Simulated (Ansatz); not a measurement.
# How HfN (Fm-3m) stiffens under pressure

```
CELL_PARAMETERS angstrom
0.00000 2.25090 2.25090
2.25090 0.00000 2.25090
2.25090 2.25090 0.00000
ATOMIC_POSITIONS crystal
Hf 0.00000 0.00000 0.00000
N 0.50000 0.50000 0.50000
```

This is the zero-pressure cell. At each pressure cell and atoms are relaxed in this structure, and the constants are slopes of the stress at strains of ±0.005 with relaxed ions (the coefficients that govern stability under load). Level: PBEsol, PAW on Ansatz 0.2.0's default frozen-core files (fitted under PBE), scalar-relativistic; k mesh 18×18×18, strains of ±0.005, Fermi-Dirac smearing of 0.050 eV, cutoff 420 eV. P is the pressure of the relaxed cell, less that of this one.

```csv
P (GPa),V/V₀,C11 (GPa),C12 (GPa),C44 (GPa)
0.00,1.0000,618.4,116.7,119.8
1.02,0.9964,628.7,118.1,120.4
2.00,0.9931,638.4,119.5,120.9
4.04,?,?,?,?
7.04,0.9767,687.9,126.3,123.3
10.04,0.9676,717.1,130.2,124.6
15.04,0.9533,765.5,137.0,127.0
```

Task: Does the bulk modulus from the constants agree with the pressure-volume curve?

Result: A third-order Birch-Murnaghan fit to the volumes shown (F against f, f = [(V₀/V)^(2/3) − 1]/2) gives B₀ = 283.9 GPa and B′ = 4.2. Its −V dP/dV stands beside (C11 + 2C12)/3:

```
P (GPa)  from P(V)  from the constants
   0.00      283.9               283.9
   1.02      288.2               288.3
   2.00      292.4               292.5
   7.04      313.4               313.5
  10.04      325.8               325.8
  15.04      346.2               346.5
```

Task: What are the pressure derivatives at zero pressure?

Result: Slopes at V₀ of quadratic fits in −ln(V/V₀) through the first four rows shown, divided by B₀: dC11/dP = 10.1, dC12/dP = 1.4, dC44/dP = 0.6. The mean slopes up to 2.0 GPa are 10.0, 1.4, 0.6; curvature and scatter of the constants part the two. The combination (dC11/dP + 2 dC12/dP)/3 = 4.3 stands against B′.

Task: Fill the row at 4.04 GPa.

Result: Cubic fits in −ln(V/V₀) through all rows shown give C11 = 658.5, C12 = 122.3, C44 = 121.9 GPa. Computed: V/V₀ = 0.9863, C11 (GPa) = 658.6, C12 (GPa) = 122.3, C44 (GPa) = 121.9.

Task: Does a shear stiffness soften?

Result: C44 goes from 119.8 to 127.0 GPa; (C11 − C12)/2 goes from 250.8 to 314.3 GPa. Neither ends more than 3 % under its start, and the lattice stays mechanically stable over this range.

Keep in mind: no other phase was computed; many crystals of this kind change structure within this range, and rows or crossings beyond such a change describe a metastable lattice; frozen-core PAW files fitted under PBE, their cores solved anew for the functional of the run; responses of metals move with mesh and smearing; no spin-orbit coupling on heavy atoms; phonons weren't checked at these pressures.
